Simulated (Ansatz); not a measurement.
All numbers below come from Ansatz, DFT PBE, scalar-relativistic, plane waves, PAW. All cells share a 420 eV cutoff and Γ-centred k meshes spaced at most about 0.3 Å⁻¹ (about 0.25 or finer for metals, 2π included). No spin polarisation in the final relaxations.

These are static total energies at zero pressure.

Two relaxed structures of SnPb2O3:

A.

```yaml
crystal:
  lattice:
    - [3.74634, 0.00000, 0.00000]
    - [0.00000, 3.74634, 0.00000]
    - [0.00000, 0.00000, 9.62309]
  atoms:
    - { symbol: Sn, position: [0.00000, 0.00000, 0.48387] }
    - { symbol: Pb, position: [0.50000, 0.50000, 0.87833] }
    - { symbol: Pb, position: [0.00000, 0.00000, 0.14888] }
    - { symbol: O, position: [0.50000, 0.00000, 0.01586] }
    - { symbol: O, position: [0.00000, 0.50000, 0.01586] }
    - { symbol: O, position: [0.50000, 0.50000, 0.45720] }
```

B.

```yaml
crystal:
  lattice:
    - [6.36915, 0.00000, 0.00000]
    - [-3.18457, 5.51584, 0.00000]
    - [0.00000, 0.00000, 3.24565]
  atoms:
    - { symbol: Sn, position: [0.00000, 0.00000, 0.00000] }
    - { symbol: Pb, position: [0.66667, 0.33333, 0.00000] }
    - { symbol: Pb, position: [0.33333, 0.66667, 0.00000] }
    - { symbol: O, position: [0.50000, 0.00000, 0.50000] }
    - { symbol: O, position: [0.00000, 0.50000, 0.50000] }
    - { symbol: O, position: [0.50000, 0.50000, 0.50000] }
```

Question: Which is lower in energy, and by how much?

Answer: A is lower, by 0.35 eV/atom. A has space group P4mm (No. 99), 22.5 Å³/atom and a gap of 0.77 eV on its mesh; B has space group P6/mmm (No. 191), 19.0 Å³/atom and no gap. Counting O atoms around Pb and Sn (those within 1.25 times the shortest such distance or 1.15 times the sum of covalent radii, 1.27 where that leaves under three; the shortest distance is added where it exceeds 1.18 times the sum of covalent radii), A has Sn 4 from 2.7 Å, Pb 4 and B has Sn 12 from 3.6 Å, Pb 6. In A, around Sn lie 4 O at 2.66 Å; around Pb on its first site lie 4 O at 2.29 Å; O on a site of symmetry 2mm is surrounded by 4 Pb at 2.27–2.29 Å and 4 O at 2.65 Å; 2 more sites not described. In B, around Sn lie 2 Sn at 3.25 Å, 12 O at 3.57 Å and 6 Pb at 3.68 Å; around Pb lie 6 O at 2.45 Å, 2 Pb at 3.25 Å, 3 Pb at 3.68 Å and 3 Sn at 3.68 Å; around O lie 4 Pb at 2.45 Å, 6 O at 3.18–3.25 Å and 4 Sn at 3.57 Å. Both come from invented guesses. A third cell relaxed alike, in P-4m2, lies 109 meV/atom below the lower of the two.

No dispersion correction is applied, so the spacing and binding between layers, chains or molecules are poorly described (P4mm), and this can change margins and order among such cells. Spin–orbit coupling, which can matter for Pb, is left out. Kohn–Sham gaps at this level usually fall short of measured ones. The missing spin–orbit coupling can work the other way here. Cells relaxed within their symmetry can be saddle points.
